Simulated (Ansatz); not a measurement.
NiBi3 (Cu3Au type, Pm-3m), r²SCAN in the plane-wave PAW code Ansatz, all energies at zero smearing, with the estimated change up to a 700 eV cutoff added, with one set of potentials and settings (totals compare only within such a set). Cell of 4 atoms (3 Bi, 1 Ni): -43082.954 eV.

```
element                             reference phase  E (eV/atom)
-------  ------------------------------------------  -----------
Bi                        R-3m, 2 atoms in the cell  -12413.3336
Ni       Fm-3m, 1 atoms in the cell, spin-polarised   -5845.2921
```

Formation energy per atom, worked out: (-43082.954 − 3×(-12413.3336) − 1×(-5845.2921))/4 = 0.585 eV/atom (56 kJ per mol of atoms), at 0 K, without zero-point energy or fitted corrections.

A made-up cell: these elements were put on the sites of a structure type; neither database checked (COD, Materials Project) lists it. Whether it is the stable phase at ambient conditions was not checked. The r²SCAN relaxation kept the symmetry of its start; whether a distortion lowers the energy is not shown. The workflow began spin-polarised and lost its moments. The cell computed holds one magnetic atom, so no antiferromagnetic order was within reach. The references are the lowest solids computed at this level, not always the standard phases. Spin–orbit coupling is left out wherever it is not named.

Potentials: the earlier of the program's two PAW sets.
